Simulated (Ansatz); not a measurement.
BN (wurtzite, space group No. 186), a = b = 2.541 Å, c = 4.203 Å, α = β = 90.00°, γ = 120.00°.

Relaxed with PBEsol. PBEsol (plane waves, PAW; program Ansatz) gives a gap of 4.96 eV.

What gap does HSE06 give on the same cell (Ansatz, PAW)?

6.52 eV, 1.55 eV more. The hybrid was solved on a coarser mesh and at special points; its gap is the smallest among all of these.

```json
[
 {"k": "Γ", "v1 PBEsol": "0.00", "c1 PBEsol": "8.34", "v1 HSE06": "___", "c1 HSE06": "___"},
 {"k": "A", "v1 PBEsol": "-1.19", "c1 PBEsol": "9.47", "v1 HSE06": "___", "c1 HSE06": "___"},
 {"k": "K", "v1 PBEsol": "-5.49", "c1 PBEsol": "4.96", "v1 HSE06": "-5.89", "c1 HSE06": "6.52"},
 {"k": "H", "v1 PBEsol": "-3.07", "c1 PBEsol": "9.28", "v1 HSE06": "-3.30", "c1 HSE06": "11.04"},
 {"k": "M", "v1 PBEsol": "-2.13", "c1 PBEsol": "6.59", "v1 HSE06": "___", "c1 HSE06": "___"},
 {"k": "L", "v1 PBEsol": "-3.61", "c1 PBEsol": "6.47", "v1 HSE06": "___", "c1 HSE06": "___"}
]
```

Top valence (v1) and lowest conduction level (c1) in eV from each method's valence maximum (which need not be a listed point): supply the withheld HSE06 values.


- L, v1 HSE06: -3.89
- L, c1 HSE06: 8.08
- M, v1 HSE06: -2.30
- M, c1 HSE06: 8.18
- A, v1 HSE06: -1.28
- A, c1 HSE06: 11.26
- Γ, v1 HSE06: 0.00
- Γ, c1 HSE06: 10.12

Cost on shared cores: the PBEsol run (SCF on a 12×12×7 mesh, then bands and DOS) roughly 11 core-seconds, the HSE06 run (SCF on 9×9×5, then a few points) roughly 70 core-seconds; the tasks are unlike.

Space group P6_3mc (wurtzite). Symmetry was held in the PBEsol relaxation.

Potentials: the later of the program's two PAW sets.
